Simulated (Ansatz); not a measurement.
Input and command of a plane-wave DFT calculation in Ansatz:

```yaml
crystal:
  lattice:
    - [2.9530890479, 0.0, 0.0]
    - [-1.4765445239, 2.5574501351, 0.0]
    - [0.0, 0.0, 11.4863054247]
  atoms:
    - { symbol: Ag, position: [0.3333333333, 0.6666666667, 0.25] }
    - { symbol: Ag, position: [0.6666666667, 0.3333333333, 0.75] }
    - { symbol: Os, position: [0.3333333333, 0.6666666667, 0.6275] }
    - { symbol: Os, position: [0.6666666667, 0.3333333333, 0.1275] }
    - { symbol: Os, position: [0.3333333333, 0.6666666667, 0.8725] }
    - { symbol: Os, position: [0.6666666667, 0.3333333333, 0.3725] }
basis:
  ecutwfc: 420
kpoints:
  mp_grid: { grid: [6, 6, 2] }
hamiltonian:
  xc: pbe
scf:
  occupations: { method: gaussian, width: 0.1 }
  lower_state_search: "off"
output:
  forces: true
  stress: true
  eigenvalues: true
relax:
  adjacent_minimum: "off"
  f_tol: 0.04
  max_steps: 70
  cell: { stress_tol: 0.4 }
```

```bash
ansatz run input.yaml --threads 1 --pin off --max-ram 2560MiB --backend cpu --events-out ev --progress --plain --runs-dir out
```

Processor: Arm Neoverse V2, 1 thread, on a host shared with other jobs.

**Question.** Estimate time, memory and problem size.

**Answer.** About 50 s on 1 thread of Arm Neoverse V2, on a shared host, peak memory 0.39 GiB. It solves 62 bands at 14 k points (the mesh reduced by the symmetry that the task leaves, which can be less than the crystal's) with about 1823 plane waves (on the last cell), in 82 SCF iterations over 13 ionic steps.
